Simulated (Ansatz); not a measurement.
**Question.** Name crystals whose computed values (PBEsol (plane waves, PAW; program Ansatz)) fall in these windows: Θ_D (K) 390 to 510; highest Γ mode, no LO–TO term (cm⁻¹) 690 to 830; G_Hill (GPa) 71 to 94.

**Answer.** 

| crystal | Θ_D (K) | highest Γ mode, no LO–TO term (cm⁻¹) | G_Hill (GPa) |
|---|---|---|---|
| Ba2LuRuO6, Fm-3m (Lu on 4a, O on 24e, Ru on 4b, Ba on 8c) | 457 | 758 | 85.2 |
Others may fit too.

Standing as an ambient phase not checked: Ba2LuRuO6, Fm-3m (Lu on 4a, O on 24e, Ru on 4b, Ba on 8c). The cell was relaxed under the symmetry of its start. Rows with no word on spin ran without spin polarisation. Scalar-relativistic: spin–orbit coupling is off unless named, which matters more the heavier the elements.

Potentials: the later of the program's two PAW sets.
